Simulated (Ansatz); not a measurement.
MgO:
```cif
data_MgO
_chemical_formula_sum 'Mg1 O1'
_space_group_name_H-M_alt 'P 1'
_space_group_IT_number 1
_cell_length_a 2.63341
_cell_length_b 2.63341
_cell_length_c 2.63341
_cell_angle_alpha 90.000
_cell_angle_beta 90.000
_cell_angle_gamma 90.000
loop_
_space_group_symop_operation_xyz
  'x, y, z'
loop_
_atom_site_label
_atom_site_type_symbol
_atom_site_fract_x
_atom_site_fract_y
_atom_site_fract_z
_atom_site_occupancy
Mg1 Mg 0.00000 0.00000 0.00000 1
O1 O 0.50000 0.50000 0.50000 1
```

Relaxed with PBEsol.

**Question.** Give the optical modes at the zone centre with their infrared activity from DFPT, the program Ansatz at the PBEsol level (PAW).

**Answer.** Transverse frequencies, without the LO–TO term; a row sums one degenerate level.

| ω (cm⁻¹) | degeneracy | IR ((D/Å)²/amu) | activity | symmetry |
|---|---|---|---|---|
| 126 | 3 | 32.85 | IR | T1u |

**Question.** How high does the top mode go among those that the LO–TO term moves?

**Answer.** 595 cm⁻¹ for q along x.

Space group Pm-3m (CsCl type). This is a known high-pressure phase of the composition, computed here at zero pressure and temperature. The cell was relaxed with PBEsol under the symmetry of its start. At this level the phase is dynamically unstable (imaginary phonons).

Potentials: the later of the program's two PAW sets.
